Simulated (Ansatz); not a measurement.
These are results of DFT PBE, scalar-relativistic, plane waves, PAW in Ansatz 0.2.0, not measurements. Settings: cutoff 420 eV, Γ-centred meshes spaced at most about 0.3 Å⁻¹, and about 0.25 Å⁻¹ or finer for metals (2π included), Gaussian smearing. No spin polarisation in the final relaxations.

These are static total energies at zero pressure. All come from trial cells, and lower structures may exist.

Task: Order these relaxed structures of B₅N by energy, lowest first, with the energy over the lowest of them.
1.

Space group I4/mmm (No. 139). a = 4.351 Å, b = 4.351 Å, c = 7.441 Å, α = 90.00°, β = 90.00°, γ = 90.00°
```json
{"atom": "B", "site": "8j", "symmetry": "m2m.", "x": "0.1683", "y": "0.5000", "z": "0.0000"}
{"atom": "B", "site": "2a", "symmetry": "4/mmm", "x": "0.0000", "y": "0.0000", "z": "0.0000"}
{"atom": "N", "site": "2b", "symmetry": "4/mmm", "x": "0.5000", "y": "0.5000", "z": "0.0000"}
```

2.

Space group Cmmm (No. 65). a = 4.055 Å, b = 7.192 Å, c = 4.554 Å, α = 90.00°, β = 90.00°, γ = 90.00°
```
atom  site  symmetry       x       y       z
   B    8q       ..m  0.2937  0.1375  0.5000
   B    2a       mmm  0.0000  0.0000  0.0000
   N    2d       mmm  0.0000  0.0000  0.5000
```

Result: 2 (0 meV/atom), 1 (82 meV/atom). Forms: 2 Cmmm; 1 I4/mmm. Counting B atoms around N (those within 1.25 times the shortest such distance or 1.15 times the sum of covalent radii, 1.27 where that leaves under three): cell 2 has N 4; cell 1 has N 4. Cell 2 holds B–B nets (shortest 1.66 Å); cell 1 holds B–B pairs (shortest 1.46 Å). Even the lowest lies +1.41 eV/atom against the elements.

Weakly bound directions are ill-defined at this level, which has no dispersion term (Cmmm, I4/mmm), and this can change margins and order among such cells. Cells relaxed within their symmetry can be saddle points. Some candidate types were left out of the draw beforehand, so a known form may be missing.
